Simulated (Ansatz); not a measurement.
Ag:
```cif
data_Ag4
_chemical_formula_sum 'Ag4'
_space_group_name_H-M_alt 'Fm-3m'
_space_group_IT_number 225
_space_group_name_Hall '-F 4 2 3'
_cell_length_a 4.10447
_cell_length_b 4.10447
_cell_length_c 4.10447
_cell_angle_alpha 90.000
_cell_angle_beta 90.000
_cell_angle_gamma 90.000
loop_
_atom_site_label
_atom_site_type_symbol
_atom_site_symmetry_multiplicity
_atom_site_Wyckoff_symbol
_atom_site_fract_x
_atom_site_fract_y
_atom_site_fract_z
_atom_site_occupancy
Ag1 Ag 4 a 0.00000 0.00000 0.00000 1
```
(The calculation used a cell of 1 atom; values per cell refer to that cell.)

Relaxed with r²SCAN.

Q: Which orbitals make up the states near the Fermi level in the program Ansatz at the r²SCAN level (PAW)?

A: Within 0.5 eV of the Fermi level: Ag 5s 56 %, Ag 4d 15 %, outside the projected shells 30 %. Projections are on Löwdin-orthogonalised atomic valence shells; empty p or d shells of many metals are not among them.

Q: Tabulate the density of states.

A: States/eV per cell of 1 atom, in 0.25 eV bins, energy from the Fermi level.

```csv
E (eV),total,Ag 4d,Ag 5s
-7.85,0.02,0.00,0.02
-7.60,0.05,0.00,0.05
-7.35,0.08,0.00,0.07
-7.10,0.10,0.00,0.10
-6.85,0.18,0.05,0.13
-6.60,1.45,1.16,0.28
-6.35,3.05,2.63,0.41
-6.10,3.43,3.08,0.34
-5.85,2.24,2.10,0.12
-5.60,2.64,2.54,0.08
-5.35,2.56,2.46,0.08
-5.10,3.18,3.06,0.11
-4.85,4.00,3.84,0.14
-4.60,2.56,2.43,0.11
-4.35,3.08,2.97,0.09
-4.10,3.14,3.04,0.07
-3.85,2.62,2.54,0.06
-3.60,3.00,2.94,0.06
-3.35,3.53,3.46,0.06
-3.10,0.51,0.43,0.08
-2.85,0.20,0.11,0.09
-2.60,0.20,0.09,0.10
-2.35,0.20,0.08,0.11
-2.10,0.20,0.08,0.12
-1.85,0.21,0.07,0.12
-1.60,0.21,0.06,0.13
-1.35,0.22,0.06,0.14
-1.10,0.22,0.05,0.14
-0.85,0.23,0.05,0.14
-0.60,0.24,0.05,0.15
-0.35,0.26,0.04,0.15
-0.10,0.26,0.04,0.14
0.15,0.26,0.04,0.14
0.40,0.26,0.03,0.14
0.65,0.26,0.03,0.13
0.90,0.25,0.03,0.13
1.15,0.25,0.02,0.12
1.40,0.25,0.02,0.11
1.65,0.26,0.02,0.11
1.90,0.25,0.02,0.10
2.15,0.24,0.01,0.09
2.40,0.23,0.01,0.08
2.65,0.22,0.01,0.07
2.90,0.20,0.01,0.06
3.15,0.19,0.01,0.05
3.40,0.17,0.01,0.05
3.65,0.24,0.01,0.11
3.90,0.33,0.02,0.17
4.15,0.33,0.02,0.17
4.40,0.32,0.01,0.15
4.65,0.30,0.01,0.13
```

The cell was relaxed with r²SCAN under the symmetry of its start. No spin polarisation was allowed. Spin–orbit coupling is left out wherever it is not named.

Potentials: the later of the program's two PAW sets.
